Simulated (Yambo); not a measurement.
NaCoO2 (space group R-3m, No. 166) under isotropic strain of -3 % on all lattice vectors; a = b = c = 5.219 Å, α = β = γ = 31.14°. With the G0W0 scissor the direct gap on the mesh is 2.10 eV. Axes are Cartesian, with cell vectors (Å) (1.40, 0.81, 4.96), (-1.40, 0.81, 4.96), (0.00, -1.62, 4.96).

**Question.** Can the lowest exciton of this BSE run be trusted, and with what binding energy? (Yambo, PBEsol bands; 8×8×8 mesh, 5 valence and 2 conduction bands, static screening with 32 bands and a 4 Ry block, scissor 1.14 eV, Tamm-Dancoff.)

**Answer.** The mesh holds a bound state, but the numbers are provisional. These are vertical excitations (zero momentum); the indirect quasiparticle gap, about 2.09 eV, is smaller than the direct one (2.39 eV on the GW mesh). The lowest state lies at 1.21 eV (dark for light along x, 2 states within 2 meV), the direct quasiparticle gap on this mesh at 2.10 eV. Its binding energy, counted from that gap, is 0.89 eV; it spreads over about 430 k points of the mesh. Convergence with the mesh was not shown. The first optically allowed state is at 1.80 eV. The scissor comes from a G0W0 run whose convergence isn't established. The 3d shell has no Hubbard U; the runs are without spin polarisation, and magnetic order was not tried.

Geometry strained from the cell relaxed with PBEsol, atoms relaxed again.

The structure is a Materials Project entry; no match was found in the copy of COD used, and its stability was not checked.
